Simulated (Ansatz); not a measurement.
**Al2In3As5 (I-4m2) at 2 levels of theory**

One geometry, relaxed with PBE; plane waves with PAW potentials in Ansatz, scalar-relativistic. No spin polarisation. Gaps are the least over mesh and band path; pressure is positive in compression.

```
Al In As
1.0
    -2.11790    2.11790   15.03580
     2.11790   -2.11790   15.03580
     2.11790    2.11790  -15.03580
Al In As
2 3 5
Direct
  0.20444 0.20444 0.00000
  0.79556 0.79556 0.00000
  0.60607 0.60607 0.00000
  0.39393 0.39393 0.00000
  0.00000 0.00000 0.00000
  0.25000 0.75000 0.50000
  0.84038 0.34038 0.50000
  0.44694 0.94694 0.50000
  0.05306 0.55306 0.50000
  0.65962 0.15962 0.50000
```

```
level  cutoff (eV)    k mesh  gap (eV)  pressure (GPa)
  PBE          420  12×12×12      0.19             0.0
```

Problem. What comes out on the same cell with PBEsol?

Solution.
```tsv
level	cutoff (eV)	k mesh	gap (eV)	pressure (GPa)
PBEsol	420	12×12×12	0.11	-2.3
```

The cell was found from a structure generator's guess, not taken from experiment.
